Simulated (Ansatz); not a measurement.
**Question.** Ru (hcp (Mg type), space group No. 194) is relaxed with the program Ansatz at the r²SCAN+D4 level (PAW). What lattice parameters of the conventional cell result?

**Answer.** a = 2.699 Å, c = 4.257 Å.

Space group P6_3/mmc (hcp (Mg type)). Symmetry was held in the r²SCAN+D4 relaxation. The run is not spin-polarised. The pairwise dispersion correction was not fitted to metals. Axis ratios of metals converge slowly with the k-mesh, so a and c are less sure than the volume.

Potentials: the later of the program's two PAW sets.
